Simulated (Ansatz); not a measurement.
# SrHI: ab initio molecular dynamics

The calculation used DFT PBEsol, scalar-relativistic, plane waves, PAW (Ansatz). Settings: plane waves to 420 eV, k-mesh 2×1×2 (shifted by 0.5, 0.0, 0.5 steps), Fermi–Dirac smearing 0.069 eV. The mesh is coarse. Spin–orbit coupling is left out, which matters for the heavy elements here. No spin polarisation.

18 atoms, starting at 1.02 times the perfect crystal's volume (space group P4/nmm, the cell as given, not relaxed at this level); Langevin thermostat at 800 K (friction 0.05 fs⁻¹), fixed cell; 63 steps of 0.5 fs. The run is short and not equilibrated.

First frame:

```xyz
18
Lattice="-4.3999 4.3999 0.0000 0.0000 0.0000 -8.5060 -4.3999 -8.7999 0.0000" Properties=species:S:1:pos:R:3 pbc="T T T"
Sr   -4.3999   -2.2000   -6.8048
Sr   -4.3999    2.2000   -6.8048
Sr   -4.3999   -6.5999   -6.8048
Sr   -2.2000   -4.3999   -1.7012
Sr   -2.2000    0.0000   -1.7012
Sr   -6.5999   -4.3999   -1.7012
H    -4.3999   -4.3999    0.0000
H    -4.3999    0.0000    0.0000
H     0.0000    0.0000    0.0000
H    -2.2000   -2.2000    0.0000
H    -2.2000    2.2000    0.0000
H    -6.5999   -2.2000    0.0000
I    -4.3999   -2.2000   -2.5518
I    -4.3999    2.2000   -2.5518
I    -4.3999   -6.5999   -2.5518
I    -2.2000   -4.3999   -5.9542
I    -2.2000    0.0000   -5.9542
I    -6.5999   -4.3999   -5.9542
```

```
Mean temperature over the second half                                                                                                                                                                                                                          : 671 K
Mean pressure over the second half (kinetic part included)                                                                                                                                                                                                     : -0.4 GPa
Mean potential energy above the perfect crystal (as given, at volume ratio 1; besides heat the difference comes from the volume, 2 % larger, and the crystal's own forces of up to 1.56 eV/Å; its own run had another smearing, without effect beside its gap) : 10 meV/atom
Mean-square drift of H from first to last step (mean shift of all atoms removed)                                                                                                                                                                               : 0.12 Å²
Mean-square drift of I from first to last step (mean shift of all atoms removed)                                                                                                                                                                               : 0.01 Å²
Mean-square drift of Sr from first to last step (mean shift of all atoms removed)                                                                                                                                                                              : 0.02 Å²
```

Pair distribution functions g(r), second half of the run, up to half the cell's height:

| r (Å) | H-H | H-I | H-Sr |
| --- | --- | --- | --- |
| 2.25 | 0.0 | 0.0 | 0.0 |
| 2.35 | 0.0 | 0.0 | 0.9 |
| 2.45 | 0.0 | 0.0 | 2.3 |
| 2.55 | 0.0 | 0.0 | 6.3 |
| 2.65 | 0.0 | 0.0 | 7.0 |
| 2.75 | 3.1 | 0.0 | 6.0 |
| 2.85 | 7.2 | 0.4 | 4.9 |

Along the run (potential energy from its first value; pressure with the kinetic part):

| t (fs) | T (K) | ΔE_pot (meV/atom) | P (GPa) |
| --- | --- | --- | --- |
| 0.0 | 756 | 0.0 | -0.7 |
| 1.0 | 683 | 0.2 | -0.7 |
| 2.0 | 671 | 1.2 | -0.7 |
| 3.0 | 673 | 2.9 | -0.7 |
| 4.0 | 719 | 5.1 | -0.6 |
| 5.0 | 757 | 7.5 | -0.6 |
| 6.0 | 670 | 9.7 | -0.6 |
| 7.0 | 782 | 12.1 | -0.5 |
| 8.0 | 758 | 14.5 | -0.5 |
| 9.0 | 757 | 16.8 | -0.5 |
| 10.0 | 692 | 18.5 | -0.5 |
| 11.0 | 638 | 19.0 | -0.5 |
| 12.0 | 647 | 18.9 | -0.5 |
| 13.0 | 656 | 18.1 | -0.5 |
| 14.0 | 672 | 17.3 | -0.5 |
| 15.0 | 624 | 17.3 | -0.5 |
| 16.0 | 582 | 17.0 | -0.5 |
| 17.0 | 529 | 16.7 | -0.5 |
| 18.0 | 523 | 16.0 | -0.5 |
| 19.0 | 538 | 14.6 | -0.5 |
| 20.0 | 507 | 13.7 | -0.5 |
| 21.0 | 490 | 12.8 | -0.5 |
| 22.0 | 530 | 11.9 | -0.5 |
| 23.0 | 528 | 10.4 | -0.5 |
| 24.0 | 454 | 8.2 | -0.5 |
| 25.0 | 617 | 5.6 | -0.5 |
| 26.0 | 645 | 2.6 | -0.5 |
| 27.0 | 786 | -0.2 | -0.4 |
| 28.0 | 898 | -2.3 | -0.4 |
| 29.0 | 1032 | -3.2 | -0.3 |
| 30.0 | 966 | -2.6 | -0.3 |
| 31.0 | 976 | -1.8 | -0.3 |

Cost: 1 run of about 5.3 core-minutes (earlier runs that led there not counted), on Intel Xeon 6975P-C (Granite Rapids) (shared hosts).